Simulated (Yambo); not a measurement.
BeO (wurtzite, space group P6_3mc, No. 186); a = b = 2.6615 Å, c = 4.3241 Å, α = β = 90.00°, γ = 120.00°. With the G0W0 scissor the direct gap on the mesh is 10.99 eV. Axes are Cartesian, with cell vectors (Å) (2.66, 0.00, 0.00), (-1.33, 2.30, 0.00), (0.00, 0.00, 4.32).

### Question
Does this run resolve the lowest exciton, and if so, what are its energy and binding? (Yambo, LDA bands; 12×12×6 mesh, 5 valence and 2 conduction bands, static screening with 19 bands and a 4 Ry block, scissor 2.94 eV, Tamm-Dancoff.)

### Answer
No. The lowest state covers only about 8 of the 864 k points, so the mesh doesn't resolve it: its energy and its distance from the direct gap are mesh artefacts. An extended exciton needs a far denser mesh. The scissor comes from a G0W0 run whose convergence isn't established. 

Geometry relaxed with LDA.
